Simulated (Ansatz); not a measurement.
Computed with DFT PBE, scalar-relativistic, plane waves, PAW in Ansatz 0.2.0. All cells share a 420 eV cutoff and Γ-centred k meshes spaced about 0.3 Å⁻¹ or finer (0.25 for metals, 2π included). No spin polarisation.

These are static total energies at zero pressure.

Two forms of Be5Te2 were relaxed alike.

A.

Space group P-3m1 (No. 164). a = 3.839 Å, b = 3.839 Å, c = 9.737 Å, α = 90.00°, β = 90.00°, γ = 120.00°
```
atom  site  symmetry       x       y       z
  Be    1a      -3m. 0.0000  0.0000  0.0000
  Be    2d       3m. 0.6667  0.3333  0.9917
  Be    2d       3m. 0.6667  0.3333  0.4194
  Te    2d       3m. 0.3333  0.6667  0.3185
```

B.

Space group P3m1 (No. 156). a = 3.832 Å, b = 3.832 Å, c = 9.152 Å, α = 90.00°, β = 90.00°, γ = 120.00°
```json
{"atom": "Be", "site": "1a", "symmetry": "3m.", "x": "0.0000", "y": "0.0000", "z": "0.0005"}
{"atom": "Be", "site": "1a", "symmetry": "3m.", "x": "0.0000", "y": "0.0000", "z": "0.7612"}
{"atom": "Be", "site": "1c", "symmetry": "3m.", "x": "0.6667", "y": "0.3333", "z": "0.9516"}
{"atom": "Be", "site": "1b", "symmetry": "3m.", "x": "0.3333", "y": "0.6667", "z": "0.9973"}
{"atom": "Be", "site": "1c", "symmetry": "3m.", "x": "0.6667", "y": "0.3333", "z": "0.3781"}
{"atom": "Te", "site": "1b", "symmetry": "3m.", "x": "0.3333", "y": "0.6667", "z": "0.2820"}
{"atom": "Te", "site": "1c", "symmetry": "3m.", "x": "0.6667", "y": "0.3333", "z": "0.6493"}
```

Question: Which would you expect to be lower, and how large is the difference?

Answer: B is lower, by 30 meV/atom. A has space group P-3m1 (No. 164), 17.8 Å³/atom and no gap on its mesh; B has space group P3m1 (No. 156), 16.6 Å³/atom and no gap. Counting Be atoms around Te (those within 1.25 times the shortest such distance or 1.15 times the sum of covalent radii, 1.27 where that leaves under three; a plus sign parts nearer from farther groups; a slash parts the counts of unlike sites), A has Te 4+1 and B has Te 3+1/4+1. The denser one is the lower, and pressure would at first widen the difference. Even the lower one lies +0.16 eV/atom against the reference forms of the elements (uncorrected), so neither is stable at this level. In A, Be on a site of symmetry -3m has 6 Be at 2.22 Å; Be on a site of symmetry 3m is surrounded by 6 Be at 2.22 Å and 1 Te at 3.02 Å; Te is surrounded by 4 Be at 2.42–2.55 Å and 1 Be at 3.02 Å; 1 more site not described. In B, Be on its first site is surrounded by 7 Be at 2.19–2.26 Å; around Be on its second site lie 1 Be at 2.19 Å, 3 Te at 2.44 Å and 3 Be at 2.82 Å; Te on its first site has 3 Be at 2.38 Å and 1 Be at 2.61 Å; 4 more sites not described. Both come from trial cells of a structure search, whose lowest cell (R3, 16.1 Å³/atom) lies 99 meV/atom below the lower of the two.

For metals, differences of a few meV/atom aren't resolved. Spin–orbit coupling, which can matter for Te, is left out. With atoms moved at random, B (by 99 meV/atom) fell into a lower structure and A came back. Some candidate types were left out of the draw beforehand, so a known form may be missing.
